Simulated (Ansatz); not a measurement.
Geometry optimisation in Ansatz: input, command and trajectory.

```yaml
crystal:
  lattice:
    - [0.0, 2.5968205589, 2.5968205589]
    - [2.5968205589, 0.0, 2.5968205589]
    - [2.5968205589, 2.5968205589, 0.0]
  atoms:
    - { symbol: Mn, position: [0.25, 0.25, 0.25], spin: 2.1 }
    - { symbol: Mn, position: [0.75, 0.75, 0.75], spin: 2.1 }
    - { symbol: Ni, position: [0.0, 0.0, 0.0], spin: 0.47 }
basis:
  ecutwfc: 420
kpoints:
  mp_grid: { grid: [6, 6, 6] }
hamiltonian:
  xc: pbe
scf:
  occupations: { method: gaussian, width: 0.1 }
  lower_state_search: "off"
output:
  forces: true
  stress: true
  eigenvalues: true
  populations: true
magnetization:
  spin_polarized: true
relax:
  adjacent_minimum: "off"
  f_tol: 0.04
  max_steps: 70
  cell: { stress_tol: 0.4 }
```

```bash
ansatz run input.yaml --threads 1 --pin off --max-ram 2560MiB --backend cpu --events-out ev --progress --plain --runs-dir out
```

Theory: Ansatz, DFT PBE, scalar-relativistic, plane waves, PAW.

Of 8 frames 7 are shown, positions in Å and forces in eV/Å; the SCF threshold varies from step to step. Steps run on the plane waves of an earlier cell, with a Pulay correction in the pressure. The basis is chosen afresh for the last frame, the zero of the energies, and at times for earlier ones too; energy and pressure step there, also at an unchanged geometry. Here that happened at step 6 (-9 meV/atom, 1.4 GPa); the frames before carry an error of that size.

```xyz
3
Lattice="0.0000 2.5968 2.5968 2.5968 0.0000 2.5968 2.5968 2.5968 0.0000" Properties=species:S:1:pos:R:3:forces:R:3 pbc="T T T" step=1 free_energy_over_end_meV_per_atom=372.32 pressure_GPa=31.48
Mn    1.2984    1.2984    1.2984    0.0000    0.0000    0.0000
Mn    3.8952    3.8952    3.8952    0.0000    0.0000    0.0000
Ni    0.0000    0.0000    0.0000    0.0000    0.0000    0.0000
3
Lattice="0.0000 2.6630 2.6630 2.6630 0.0000 2.6630 2.6630 2.6630 0.0000" Properties=species:S:1:pos:R:3:forces:R:3 pbc="T T T" step=2 free_energy_over_end_meV_per_atom=203.02 pressure_GPa=24.22
Mn    1.3315    1.3315    1.3315    0.0000    0.0000    0.0000
Mn    3.9946    3.9946    3.9946    0.0000    0.0000    0.0000
Ni    0.0000    0.0000    0.0000    0.0000    0.0000    0.0000
3
Lattice="0.0000 2.7879 2.7879 2.7879 0.0000 2.7879 2.7879 2.7879 0.0000" Properties=species:S:1:pos:R:3:forces:R:3 pbc="T T T" step=3 free_energy_over_end_meV_per_atom=21.48 pressure_GPa=6.12
Mn    1.3940    1.3940    1.3940    0.0000    0.0000    0.0000
Mn    4.1819    4.1819    4.1819    0.0000    0.0000    0.0000
Ni    0.0000    0.0000    0.0000    0.0000    0.0000    0.0000
3
Lattice="0.0000 2.8358 2.8358 2.8358 0.0000 2.8358 2.8358 2.8358 0.0000" Properties=species:S:1:pos:R:3:forces:R:3 pbc="T T T" step=4 free_energy_over_end_meV_per_atom=10.36 pressure_GPa=-0.96
Mn    1.4179    1.4179    1.4179    0.0000    0.0000    0.0000
Mn    4.2537    4.2537    4.2537    0.0000    0.0000    0.0000
Ni    0.0000    0.0000    0.0000    0.0000    0.0000    0.0000
3
Lattice="0.0000 2.8291 2.8291 2.8291 0.0000 2.8291 2.8291 2.8291 0.0000" Properties=species:S:1:pos:R:3:forces:R:3 pbc="T T T" step=5 free_energy_over_end_meV_per_atom=9.96 pressure_GPa=-0.08
Mn    1.4145    1.4145    1.4145    0.0000    0.0000    0.0000
Mn    4.2436    4.2436    4.2436    0.0000    0.0000    0.0000
Ni    0.0000    0.0000    0.0000    0.0000    0.0000    0.0000
3
Lattice="0.0000 2.8291 2.8291 2.8291 0.0000 2.8291 2.8291 2.8291 0.0000" Properties=species:S:1:pos:R:3:forces:R:3 pbc="T T T" step=6 free_energy_over_end_meV_per_atom=0.74 pressure_GPa=1.30
Mn    1.4145    1.4145    1.4145    0.0000    0.0000    0.0000
Mn    4.2436    4.2436    4.2436    0.0000    0.0000    0.0000
Ni    0.0000    0.0000    0.0000    0.0000    0.0000    0.0000
3
Lattice="0.0000 2.8389 2.8389 2.8389 0.0000 2.8389 2.8389 2.8389 0.0000" Properties=species:S:1:pos:R:3:forces:R:3 pbc="T T T" step=8 free_energy_over_end_meV_per_atom=0.00 pressure_GPa=0.21
Mn    1.4194    1.4194    1.4194    0.0000    0.0000    0.0000
Mn    4.2583    4.2583    4.2583    0.0000    0.0000    0.0000
Ni    0.0000    0.0000    0.0000    0.0000    0.0000    0.0000
```

The start puts this composition into another compound's structure type, which needn't suit it. The cell swells from 11.7 to 15.3 Å³ an atom, so the end can be far from any stable crystal. At the end the space group is Fm-3m (tolerance 0.05 Å).

Time: 31 s on 1 thread of Arm Neoverse V1 (shared host), peak memory 0.34 GiB.

The k mesh is coarse. Only parallel moments were tried here.